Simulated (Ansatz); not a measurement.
Si$_{3}$N$_{4}$:
```
CELL_PARAMETERS angstrom
      7.60577     0.00000     0.00000
     -3.80289     6.58679     0.00000
      0.00000     0.00000     2.90575
ATOMIC_POSITIONS crystal
  Si 0.17543 0.76938 0.25000
  Si 0.40604 0.17543 0.75000
  Si 0.23062 0.40604 0.25000
  Si 0.82457 0.23062 0.75000
  Si 0.59396 0.82457 0.25000
  Si 0.76938 0.59396 0.75000
  N  0.33333 0.66667 0.25000
  N  0.66667 0.33333 0.75000
  N  0.33031 0.03126 0.25000
  N  0.29905 0.33031 0.75000
  N  0.96874 0.29905 0.25000
  N  0.66969 0.96874 0.75000
  N  0.70095 0.66969 0.25000
  N  0.03126 0.70095 0.75000
```

Cartesian axes are those of the cell as given.

Question: Give the high-frequency dielectric tensor and the Born effective charge tensors of the independent atoms from DFPT, the program Ansatz at the r²SCAN level (PAW).

Answer: 
ε∞:
```
3.98  0.00  0.00
0.00  3.98  0.00
0.00  0.00  4.06
```
Z* of atom 1 (Si), rows: field, columns: displacement, in e:
```
3.17  0.05  0.00
0.07  3.53  0.00
0.00  0.00  3.40
```
Z* of atom 7 (N), rows: field, columns: displacement, in e:
```
-2.94   0.05   0.00
-0.05  -2.94   0.00
 0.00   0.00  -1.75
```
Z* of atom 9 (N), rows: field, columns: displacement, in e:
```
-1.60  -0.06   0.00
-0.06  -3.13   0.00
 0.00   0.00  -2.82
```

Static charges for comparison (Bader): Si1 +3.21, N7 -2.40, N9 -2.41 e. Born charges measure polarisation by displacement and can exceed these by far.

Space group P6_3/m. Symmetry was held in the r²SCAN relaxation; phonons on a q-mesh show no instability.

Potentials: the later of the program's two PAW sets.
